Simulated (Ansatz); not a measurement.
Starting cell, LiH (rock salt):

```xyz
4
Lattice="0.0000 4.0054 4.0054 2.0027 2.0027 4.0054 2.0027 2.0027 0.0000" Properties=species:S:1:pos:R:3 pbc="T T T"
H      0.0000     0.0000     0.0000
H      2.0027     4.0054     6.0081
Li     2.0027     6.0081     6.0081
Li     2.0027     4.0054     4.0054
```

A phonon eigenvector at X = (0.5, 0.5, 0.0) is frozen into this cell: atom i moves by Q times the vector below, so Q is the largest atomic displacement, in Å. The cell is held. (q is in reciprocal vectors of the primitive cell; the cell shown is doubled to hold the pattern.)

| atom | x | y | z |
|---|---|---|---|
| H1 | 0.000 | 0.000 | -1.000 |
| H2 | 0.000 | 0.000 | 1.000 |
| Li3 | 0.000 | 0.000 | -0.029 |
| Li4 | 0.000 | 0.000 | 0.029 |

These are r2SCAN (plane waves to 500 eV, PAW, scalar-relativistic; Ansatz, a first-principles code) values and carry that method's errors. k mesh 14×14×14 (Γ-centred), Fermi-Dirac smearing 0.05 eV. The energy includes the smearing's −TS. LiH was relaxed with its symmetry unable to fall. The zero of ΔE is the undisplaced structure.

```json
[
 {"Q (Å)": "-0.2800", "ΔE (meV/cell)": "withheld"},
 {"Q (Å)": "-0.2333", "ΔE (meV/cell)": "239"},
 {"Q (Å)": "-0.1867", "ΔE (meV/cell)": "151"},
 {"Q (Å)": "-0.1400", "ΔE (meV/cell)": "85"},
 {"Q (Å)": "-0.0933", "ΔE (meV/cell)": "37"},
 {"Q (Å)": "-0.0467", "ΔE (meV/cell)": "9"},
 {"Q (Å)": "0.0000", "ΔE (meV/cell)": "0"},
 {"Q (Å)": "0.0467", "ΔE (meV/cell)": "9"},
 {"Q (Å)": "0.0933", "ΔE (meV/cell)": "37"},
 {"Q (Å)": "0.1400", "ΔE (meV/cell)": "85"},
 {"Q (Å)": "0.1867", "ΔE (meV/cell)": "151"},
 {"Q (Å)": "0.2333", "ΔE (meV/cell)": "239"},
 {"Q (Å)": "0.2800", "ΔE (meV/cell)": "withheld"}
]
```

Task: Fit an even polynomial form (powers 2, 4) to the given rows and predict ΔE at Q = -0.2800.

Result: Least squares on the 11 given rows: ΔE = (4260)·Q² + (2373)·Q⁴, in meV/cell with Q in Å; root-mean-square residual 0.3 meV/cell. At -0.2800 the fit gives 349 meV/cell; the calculation gives 348 meV/cell, so the extrapolation is off by 1 (+0.3 %). The quadratic term alone would give 334 meV/cell.

(For displaced atoms, the force is minus the slope of the energy, and its curvature is a force constant, which sets phonon frequencies.)
